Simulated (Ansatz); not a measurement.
Zn:
```cif
data_Zn2
_chemical_formula_sum 'Zn2'
_space_group_name_H-M_alt 'P 1'
_space_group_IT_number 1
_cell_length_a 2.54940
_cell_length_b 2.54940
_cell_length_c 4.86258
_cell_angle_alpha 90.000
_cell_angle_beta 90.000
_cell_angle_gamma 120.000
loop_
_space_group_symop_operation_xyz
  'x, y, z'
loop_
_atom_site_label
_atom_site_type_symbol
_atom_site_fract_x
_atom_site_fract_y
_atom_site_fract_z
_atom_site_occupancy
Zn1 Zn 0.33333 0.66667 0.75000 1
Zn2 Zn 0.66667 0.33333 0.25000 1
```

Relaxed with plane-wave PAW LDA (Ansatz code). Indices refer to the conventional cell of P6_3/mmc, a = b = 2.5494 Å, c = 4.8626 Å, α = β = 90.00°, γ = 120.00°.

Task: Simulate the powder diffraction pattern (Cu Kα, λ = 1.54184 Å; lines above 1 %) up to 2θ = 90°.

Result: Simulated powder pattern, Cu Kα, λ = 1.54184 Å (kinematic, ideal powder, no thermal factors, no anomalous dispersion; the 30 strongest lines at most, above 1 %, up to 2θ = 90°):

| 2θ (°) | d (Å) | I/Imax (%) | hkl |
|---|---|---|---|
| 36.97 | 2.431 | 39 | (0002) |
| 40.87 | 2.208 | 22 | (1 0 -1 0) |
| 45.10 | 2.010 | 100 | (1 0 -1 1) |
| 56.28 | 1.634 | 17 | (1 0 -1 2) |
| 72.32 | 1.307 | 22 | (1 0 -1 3) |
| 74.43 | 1.275 | 14 | (1 1 -2 0) |
| 78.72 | 1.216 | 3.9 | (0004) |
| 86.14 | 1.129 | 18 | (1 1 -2 2) |
| 88.59 | 1.104 | 2.1 | (2 0 -2 0) |

Symmetry was held in the LDA relaxation. Axis ratios of metals converge slowly with the k-mesh, so a and c are less sure than the volume.

Potentials: the earlier of the program's two PAW sets. The files were generated under PBE; for other functionals the program regenerates the frozen cores, and for LDA and PBEsol the local potential too.
